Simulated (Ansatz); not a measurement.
With PBE in the plane-wave PAW code Ansatz, SiSnGeC in the trigonal phase (R3m; C on 3a, Si on 3a, Ge on 3a, Sn on 3a) relaxes to a = 3.769 Å, c = 18.558 Å. Its formation energy from the elements is 39 kJ/mol of atoms, with no fitted shifts.

Electronic character: metallic (no gap).

The start of the workflow was typed in or built on a structure type; neither database checked (COD, Materials Project) lists it. Whether it is the stable phase at ambient conditions was not checked. Symmetry was held in the PBE relaxation; whether a distortion lowers the energy is not shown. The volume moved by 26 % from the start of the relaxation. Its formation energy is positive at this level, so the cell may be metastable or incomplete. The references are the lowest solids computed at this level, not always the standard phases. Scalar-relativistic: spin–orbit coupling is off unless named, which matters more the heavier the elements.

Potentials: the later of the program's two PAW sets.
